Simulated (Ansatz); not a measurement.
WS2 (2H-MoS2 type, space group P6_3/mmc)

```yaml
crystal:
  lattice:
    - [3.16997, 0.00000, 0.00000]
    - [-1.58498, 2.74527, 0.00000]
    - [0.00000, 0.00000, 12.49180]
  atoms:
    - { symbol: W, position: [0.33333, 0.66667, 0.25000] }
    - { symbol: W, position: [0.66667, 0.33333, 0.75000] }
    - { symbol: S, position: [0.33333, 0.66667, 0.62490] }
    - { symbol: S, position: [0.66667, 0.33333, 0.12490] }
    - { symbol: S, position: [0.66667, 0.33333, 0.37510] }
    - { symbol: S, position: [0.33333, 0.66667, 0.87510] }
```

The slice is a (0001) plane (indices of the conventional cell) through the point (0.667, 0.333, 0.375) (fractional), spanned by u = [110] and v = [1 -1 0] in vectors of this cell: u (3.17 Å) and v (5.49 Å, at 90° to u). It covers one period; positions are fractions (u, v).

Level of theory: r2SCAN+rVV10 (plane waves to 500 eV, PAW, scalar-relativistic; Ansatz, an electronic-structure program). k mesh 12×12×3. Near the nuclei the fields are pseudised (PAW); where an atom keeps semicore shells as valence, they peak there. Spin-orbit coupling is left out, though W is heavy. WS2 is run without spin polarisation. WS2 was relaxed with its symmetry unable to fall.

Question: Sketch the density of the highest valence band (whole band, smooth part) on this plane as a map.

Answer: 
```
v \ u   0.00   0.12   0.25   0.38   0.50   0.62   0.75   0.88
-----  -----  -----  -----  -----  -----  -----  -----  -----
0.93   0.029  0.022  0.010  0.003  0.001  0.003  0.010  0.022
0.86   0.030  0.018  0.005  0.001  0.000  0.001  0.005  0.018
0.79   0.018  0.012  0.004  0.001  0.001  0.001  0.004  0.012
0.71   0.018  0.014  0.007  0.004  0.003  0.004  0.007  0.014
0.64   0.019  0.017  0.016  0.016  0.014  0.016  0.016  0.017
0.57   0.012  0.015  0.025  0.033  0.019  0.033  0.025  0.015
0.50   0.005  0.008  0.021  0.024  0.002  0.024  0.021  0.008
0.43   0.001  0.003  0.010  0.022  0.029  0.022  0.010  0.003
0.36   0.000  0.001  0.005  0.018  0.030  0.018  0.005  0.001
0.29   0.001  0.001  0.004  0.012  0.018  0.012  0.004  0.001
0.21   0.003  0.004  0.007  0.014  0.018  0.014  0.007  0.004
0.14   0.014  0.016  0.016  0.017  0.019  0.017  0.016  0.016
0.07   0.019  0.033  0.025  0.015  0.012  0.015  0.025  0.033
0.00   0.002  0.024  0.021  0.008  0.005  0.008  0.021  0.024
```

Values: density of the highest valence band (whole band, smooth part) in e/Å³.
